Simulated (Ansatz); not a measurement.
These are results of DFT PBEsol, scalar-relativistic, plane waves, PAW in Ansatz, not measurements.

Plane waves to 420 eV, a k mesh through Γ of 16×16×6 on the computed 4-atom cell and Gaussian smearing (0.10 eV); no spin polarisation.

```xyz
4
Lattice="1.5239 -2.1149 0.0000 1.5239 2.1149 0.0000 0.0000 0.0000 8.7865" Properties=species:S:1:pos:R:3 pbc="T T T"
Re    0.0000    0.0000    0.0000
W     1.5239    0.0000    6.6793
W     0.0000    0.0000    4.3933
W     1.5239    0.0000    2.1073
```

Q: Is this geometry at equilibrium? Which atom feels the largest force?

A: It isn't. Atom 2 (W) feels (0.00, 0.00, -1.69) eV/Å, 1.694 eV/Å in size, and symmetry-related atoms feel the same size.

Q: Give all forces and the stress.

A:
```tsv
atom	Fx	Fy	Fz
Re1	0.000	0.000	0.000
W2	0.000	0.000	-1.694
W3	0.000	0.000	0.000
W4	0.000	0.000	1.694
```
Stress (GPa, compression positive):
```
36.26  0.00  0.00
 0.00 43.22  0.00
 0.00  0.00 28.84
```

Spin–orbit coupling is left out, which can shift energies with elements as heavy as these.